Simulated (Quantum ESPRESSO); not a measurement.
## Ti2TaO5F3 (a curve over one atom's position)

Computed values, not a measurement. The program is pw.x of Quantum ESPRESSO 7.5 (plane-wave density functional theory). The cell is made up: 11 atoms on a fluorite lattice with one site empty, with randomly drawn elements, strain and displacements, not relaxed. PseudoDojo standard norm-conserving files (v0.5 for PBE, v0.4.1 for LDA and PBEsol) set the functional; there is no spin polarisation, spin-orbit coupling or dispersion term, and the masses in the input are unused placeholders. A spin-polarised start on this cell or one of its family kept no moment above 0.05 Bohr magneton at the same smearing; a narrower smearing was not tried.

Seven runs move atom 9 (F, counted in the order of the input) along z and keep all else fixed.

Input of the run at -0.0029:

```
&control calculation='scf', pseudo_dir='./dojo.nc.sr.pbe.v0_5.standard.upf', outdir='./o', disk_io='low', tprnfor=.true., tstress=.true. /
&system ibrav=0, nat=11, ntyp=4, nbnd=54, ecutwfc=84.00895049, nosym=.true., tot_charge=0,
 occupations='smearing', smearing='fd', degauss=0.0073498644
/
&electrons conv_thr=7.350e-09, electron_maxstep=60, /
ATOMIC_SPECIES
F 1.0 F.upf
O 1.0 O.upf
Ta 1.0 Ta.upf
Ti 1.0 Ti.upf
CELL_PARAMETERS angstrom
4.7831 -0.0082 0.0207
-0.0082 4.7449 0.0336
0.0207 0.0336 4.7411
ATOMIC_POSITIONS angstrom
Ti -0.0073 0.0167 0.1054
Ti 2.5585 0.0064 2.3099
Ta 2.5404 2.5507 -0.1276
O 1.1598 1.0636 1.1183
O 1.0906 1.1407 3.5068
O 1.2162 3.5392 1.1629
O 1.2466 3.5606 3.5562
O 3.5561 1.2241 1.155
F 3.5369 1.2223 3.6182
F 3.434 3.6046 1.3813
F 3.603 3.6786 3.519
K_POINTS automatic
7 7 7 1 1 1
```

| shift of atom 9 along z (Å) | free energy less that of the input shown (eV) | Fx on atom 9 (eV/Å) | Fy on atom 9 (eV/Å) | Fz on atom 9 (eV/Å) | pressure (GPa) | iterations |
| --- | --- | --- | --- | --- | --- | --- |
| -0.1001 | -0.0854 | 0.627 | 0.173 | -0.218 | 22.32 | 19 |
| -0.0869 | -0.0814 | 0.629 | 0.089 | -0.395 | 22.39 | 19 |
| -0.0029 | 0.0000 | 0.691 | -0.456 | -1.554 | 23.09 | 19 |
| +0.0215 | 0.0422 | 0.724 | -0.618 | -1.906 | 23.36 | 19 |
| +0.0362 | 0.0718 | 0.746 | -0.717 | -2.122 | 23.54 | 19 |
| +0.0718 | 0.1568 | 0.809 | -0.960 | -2.659 | 24.01 | 19 |
| +0.1100 | 0.2698 | 0.888 | -1.227 | -3.260 | 24.58 | 19 |

A cubic fit gives dFz/dz = -14.29 eV/Å² at zero shift. Across the table the free energy follows the integral of the force to within 0.1 meV. A rerun of one of the cells at a cutoff of 1437 eV and k mesh 9 x 9 x 9 moved values by no more than 0.004 eV in energy, 0.04 GPa in stress and 0.003 eV/Å in force.